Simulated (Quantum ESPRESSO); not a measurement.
Rb2NaYF6 is modelled in the cubic space group Fm-3m (No. 225), Pearson symbol cF40. Cell: a = 9.027 Å, b = 9.027 Å, c = 9.027 Å, α = 90.00°, β = 90.00°, γ = 90.00°. F on 24e is coordinated by 1 Y at 2.189 Å and 1 Na at 2.324 Å and 4 Rb at 3.192 Å (octahedral). Na on 4b has 6 F at 2.324 Å (octahedral). Rb on 8c has 12 F at 3.192 Å (cuboctahedral). Y on 4a has 6 F at 2.189 Å (octahedral). (Neighbours: up to the widest gap in distance over summed covalent radii, below 1.35, at either atom; cation-cation contacts left out.)
(The calculation used a cell of 10 atoms; values per cell refer to that cell.)

The geometry is that of Materials Project entry mp-13926, symmetrised and not relaxed again.

### Question
What does LDA (pw.x of Quantum ESPRESSO, ONCV potentials, scalar-relativistic) give for the electronic structure near the Fermi level?

### Answer
The LDA gap is direct, 6.10 eV at Γ. Another valence extremum on the path lies within 0.02 eV, too close to call.
